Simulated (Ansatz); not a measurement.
Cr$_{2}$GeC in space group P6_3/mmc (No. 194; Cr on 4f, Ge on 2d, C on 2a) under volume change, PBEsol (plane waves, PAW; program Ansatz), shape and atoms relaxed at each volume.

```tsv
V (Å³/atom)	E − E(relaxed) (meV/atom)	P (GPa)
9.842	?	?
10.166	29.9	15.69
10.491	7.1	7.17
10.815	0.0	0.00
11.139	?	?
11.464	23.9	-11.11
11.788	50.9	-15.37
```

Fill in the missing entries.


- 11.139, E − E(relaxed) (meV/atom): 6.3
- 11.139, P (GPa): -6.05
- 9.842, E − E(relaxed) (meV/atom): 71.5
- 9.842, P (GPa): 25.69

What does a third-order Birch–Murnaghan fit give for V₀, B₀ and B′?

V₀ = 10.82 Å³/atom, B₀ = 218 GPa, B′ = 4.7.

The first step of the workflow began from a Materials Project structure, measured or hypothetical; the Crystallography Open Database copy checked does not list it. Its standing as an ambient phase is unchecked. Symmetry was held in the PBEsol relaxation; whether a distortion lowers the energy is not shown. The workflow began spin-polarised and lost its moments.

Potentials: the later of the program's two PAW sets.
